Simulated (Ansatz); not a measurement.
Crystals of one structure type (zinc blende) and one family of elements, relaxed and computed with r²SCAN in the plane-wave PAW code Ansatz.

| crystal | V (Å³/atom) | K_Hill (GPa) |
|---|---|---|
| BN | 5.88 | 392 |
| BP | 11.67 | 169 |
| GaP | 20.25 | 87.8 |
| GaAs | 22.74 | 72.4 |
| InP | 25.76 | 68.4 |
| InAs | 28.49 | 57.8 |
| GaSb | 28.81 | ? |

Task: Fit a straight line to ln K against ln V and predict the withheld value.

Result: Least squares on the 6 shown rows: ln K = -1.21 × ln V + (8.110), with a scatter of 3 %. For GaSb this gives 57.0. The run itself gave 53.6, outside the scatter: the line misses something about this case.

All cells were relaxed under the symmetry of their starts (and spin orders); stability against distortions was not tested throughout. Spin–orbit coupling is left out wherever it is not named.

Potentials: the later of the program's two PAW sets.
